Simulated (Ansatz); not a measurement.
Relaxation of a relaxed Ir cell, doubled along one cell vector, shaken by Gaussian noise of σ = 0.08 Å a coordinate; 8 atoms in the cell, which starts as P1 (No. 1), aP8; a = 4.2277 Å, b = 4.8122 Å, c = 7.3225 Å, α = β = γ = 90.00°. All values below come from PBEsol (plane waves to 420 eV, PAW, scalar-relativistic; Ansatz, a quantum-chemistry and plane-wave program). Γ-centred k-mesh 9×5×7 on the run's cell (coarser than for final values), Fermi–Dirac smearing 0.05 eV. This is the first round of the run. 

The optimiser's lines from the output (shortened; P is positive under compression):

```
relax step   1: F+E_penalty+E_count = -94378.84459169 eV  Δ(F+E_penalty+E_count) = +0.000e0 eV  max|allowed force component| = 4.743e0 eV/Å  Δτ_max = 0.0000 Å  P = +3.498 GPa  Ω = 148.972 Å³  (8 SCF iters, dr2 threshold 1.00e-7 eV, accepted)
relax step   2: F+E_penalty+E_count = -94380.30878615 eV  Δ(F+E_penalty+E_count) = -1.464e0 eV  max|allowed force component| = 2.827e0 eV/Å  Δτ_max = 0.1949 Å  P = -1.852 GPa  Ω = 149.137 Å³  (7 SCF iters, dr2 threshold 8.00e-7 eV, accepted)
relax step   3: F+E_penalty+E_count = -94381.57523144 eV  Δ(F+E_penalty+E_count) = -1.266e0 eV  max|allowed force component| = 2.103e0 eV/Å  Δτ_max = 0.2000 Å  P = -2.733 GPa  Ω = 147.934 Å³  (7 SCF iters, dr2 threshold 8.00e-7 eV, accepted)
relax step   4: F+E_penalty+E_count = -94382.65760647 eV  Δ(F+E_penalty+E_count) = -1.082e0 eV  max|allowed force component| = 1.739e0 eV/Å  Δτ_max = 0.1959 Å  P = -2.382 GPa  Ω = 146.369 Å³  (7 SCF iters, dr2 threshold 8.00e-7 eV, accepted)
relax step   5: F+E_penalty+E_count = -94383.77743100 eV  Δ(F+E_penalty+E_count) = -1.120e0 eV  max|allowed force component| = 1.847e0 eV/Å  Δτ_max = 0.2000 Å  P = -2.259 GPa  Ω = 143.394 Å³  (7 SCF iters, dr2 threshold 8.00e-7 eV, accepted)
relax step   6: F+E_penalty+E_count = -94385.24658212 eV  Δ(F+E_penalty+E_count) = -1.469e0 eV  max|allowed force component| = 1.500e0 eV/Å  Δτ_max = 0.1953 Å  P = -3.853 GPa  Ω = 138.727 Å³  (7 SCF iters, dr2 threshold 8.00e-7 eV, accepted)
relax step   7: F+E_penalty+E_count = -94386.33025147 eV  Δ(F+E_penalty+E_count) = -1.084e0 eV  max|allowed force component| = 1.308e0 eV/Å  Δτ_max = 0.1950 Å  P = -1.896 GPa  Ω = 133.606 Å³  (6 SCF iters, dr2 threshold 8.00e-7 eV, accepted)
relax step   8: F+E_penalty+E_count = -94386.86742281 eV  Δ(F+E_penalty+E_count) = -5.372e-1 eV  max|allowed force component| = 2.801e0 eV/Å  Δτ_max = 0.1947 Å  P = +5.022 GPa  Ω = 128.501 Å³  (6 SCF iters, dr2 threshold 8.00e-7 eV, accepted)
relax step   9: F+E_penalty+E_count = -94388.06533129 eV  Δ(F+E_penalty+E_count) = -1.198e0 eV  max|allowed force component| = 1.219e0 eV/Å  Δτ_max = 0.2000 Å  P = +1.680 GPa  Ω = 126.411 Å³  (6 SCF iters, dr2 threshold 8.00e-7 eV, accepted)
relax step  10: F+E_penalty+E_count = -94388.62485735 eV  Δ(F+E_penalty+E_count) = -5.595e-1 eV  max|allowed force component| = 5.779e-1 eV/Å  Δτ_max = 0.2000 Å  P = -0.393 GPa  Ω = 124.518 Å³  (6 SCF iters, dr2 threshold 8.00e-7 eV, accepted)
relax step  11: F+E_penalty+E_count = -94388.82705916 eV  Δ(F+E_penalty+E_count) = -2.022e-1 eV  max|allowed force component| = 5.309e-1 eV/Å  Δτ_max = 0.1997 Å  P = +0.480 GPa  Ω = 122.237 Å³  (6 SCF iters, dr2 threshold 8.00e-7 eV, accepted)
relax step  12: F+E_penalty+E_count = -94389.07553774 eV  Δ(F+E_penalty+E_count) = -2.485e-1 eV  max|allowed force component| = 5.903e-1 eV/Å  Δτ_max = 0.1801 Å  P = +0.801 GPa  Ω = 119.737 Å³  (6 SCF iters, dr2 threshold 8.00e-7 eV, accepted)
relax step  13: F+E_penalty+E_count = -94389.61951390 eV  Δ(F+E_penalty+E_count) = -5.440e-1 eV  max|allowed force component| = 1.246e0 eV/Å  Δτ_max = 0.1218 Å  P = +4.451 GPa  Ω = 116.494 Å³  (6 SCF iters, dr2 threshold 8.00e-7 eV, accepted)
relax step  14: F+E_penalty+E_count = -94389.79282775 eV  Δ(F+E_penalty+E_count) = -1.733e-1 eV  max|allowed force component| = 1.848e0 eV/Å  Δτ_max = 0.1578 Å  P = +10.426 GPa  Ω = 113.662 Å³  (6 SCF iters, dr2 threshold 8.00e-7 eV, accepted)
relax step  15: F+E_penalty+E_count = -94390.92853729 eV  Δ(F+E_penalty+E_count) = -1.136e0 eV  max|allowed force component| = 9.005e-1 eV/Å  Δτ_max = 0.2000 Å  P = +4.417 GPa  Ω = 113.132 Å³  (6 SCF iters, dr2 threshold 8.00e-7 eV, accepted)
relax step  16: F+E_penalty+E_count = -94391.43183852 eV  Δ(F+E_penalty+E_count) = -5.033e-1 eV  max|allowed force component| = 8.264e-1 eV/Å  Δτ_max = 0.2000 Å  P = +2.915 GPa  Ω = 112.513 Å³  (6 SCF iters, dr2 threshold 8.00e-7 eV, accepted)
relax step  17: F+E_penalty+E_count = -94391.29453203 eV  Δ(F+E_penalty+E_count) = +1.373e-1 eV  max|allowed force component| = 1.004e0 eV/Å  Δτ_max = 0.1949 Å  P = -0.420 GPa  Ω = 113.688 Å³  (6 SCF iters, dr2 threshold 8.00e-7 eV, rejected (line search))
relax step  18: F+E_penalty+E_count = -94391.68592747 eV  Δ(F+E_penalty+E_count) = -2.541e-1 eV  max|allowed force component| = 2.602e-1 eV/Å  Δτ_max = 0.0974 Å  P = +0.055 GPa  Ω = 112.907 Å³  (9 SCF iters, accepted)
relax step  19: F+E_penalty+E_count = -94391.70557766 eV  Δ(F+E_penalty+E_count) = -1.965e-2 eV  max|allowed force component| = 2.275e-2 eV/Å  Δτ_max = 0.0244 Å  P = +0.076 GPa  Ω = 112.873 Å³  (6 SCF iters, dr2 threshold 8.00e-7 eV, accepted)
relax step  20: F+E_penalty+E_count = -94391.70572841 eV  Δ(F+E_penalty+E_count) = -1.507e-4 eV  max|allowed force component| = 3.355e-3 eV/Å  Δτ_max = 0.0021 Å  P = -0.005 GPa  Ω = 112.898 Å³  (6 SCF iters, dr2 threshold 1.40e-7 eV, accepted)
relax step  21: F+E_penalty+E_count = -94391.69564006 eV  Δ(F+E_penalty+E_count) = +1.009e-2 eV  max|allowed force component| = 3.707e-3 eV/Å  Δτ_max = 0.0000 Å  P = +0.008 GPa  Ω = 112.898 Å³  stress off target by 2.08e-2 GPa  SCF on the basis re-selected at this cell (its energy is not comparable with the rows above)  (6 SCF iters)
relax step  22: F+E_penalty+E_count = -94391.69564284 eV  Δ(F+E_penalty+E_count) = -2.783e-6 eV  max|allowed force component| = 3.995e-4 eV/Å  Δτ_max = 0.0003 Å  P = -0.002 GPa  Ω = 112.900 Å³  (8 SCF iters, dr2 threshold 1.09e-9 eV, accepted)
relax step  23: F+E_penalty+E_count = -94391.69564383 eV  Δ(F+E_penalty+E_count) = -9.894e-7 eV  max|allowed force component| = 3.998e-4 eV/Å  Δτ_max = 0.0000 Å  P = -0.002 GPa  Ω = 112.900 Å³  stress off target by 5.44e-3 GPa  SCF on the basis re-selected at this cell (its energy is not comparable with the rows above)  (7 SCF iters)
```

From the first to the last row the energy changes by -1.61 eV/atom and the volume by -24.2 %. The last row is marked as not comparable with the walk above it, whose basis was carried along; it does compare with step 1, since both stand on a basis selected at the nominal cutoff for their own cell.

Step 17 was rejected by the optimiser.

Later rounds, restarted from the end of this one on a renewed k-mesh, logged 8 more steps and released under 0.01 eV/atom more. The final structure after all rounds: P6₃/mmc (No. 194), hP2, hcp (Mg type); a = b = 2.7192 Å, c = 4.4080 Å, α = β = 90.00°, γ = 120.00°. Between re-selections the logged energies stand on a plane-wave basis carried along with the cell. No spin polarisation in the result.

The relaxed structure here is a generated cell of Ir: the first start was made by placing the elements on the sites of a structure type, and the end was not matched to a known phase here, so it may be hypothetical. Known forms of Ir include space group No. 225.
